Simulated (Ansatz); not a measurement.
Here is the system:

Cl:
Space group Pm-3m (No. 221); a = b = c = 2.8600 Å, α = β = γ = 90.00°

```tsv
atom	site	symmetry	x	y	z
Cl	1a	m-3m	0.0000	0.0000	0.0000
```

This is the PBE-relaxed structure.

Question: All from PBE in the plane-wave PAW code Ansatz, unless another level is named. Estimate the electronic character.

Answer: metallic (no gap).

Question: Give the density of states at the Fermi level.

Answer: 1.5 states/eV per atom (mean over ±0.08 eV).

A made-up cell: these elements were put on the sites of a structure type; neither database checked (COD, Materials Project) lists it. It is not the usual solid phase (space group No. 64). The PBE relaxation kept the symmetry of its start; whether a distortion lowers the energy is not shown. The substance is a gas or liquid at ambient conditions. With an odd number of electrons in the cell and no spin polarisation, the count alone makes it a metal.

Potentials: the later of the program's two PAW sets.
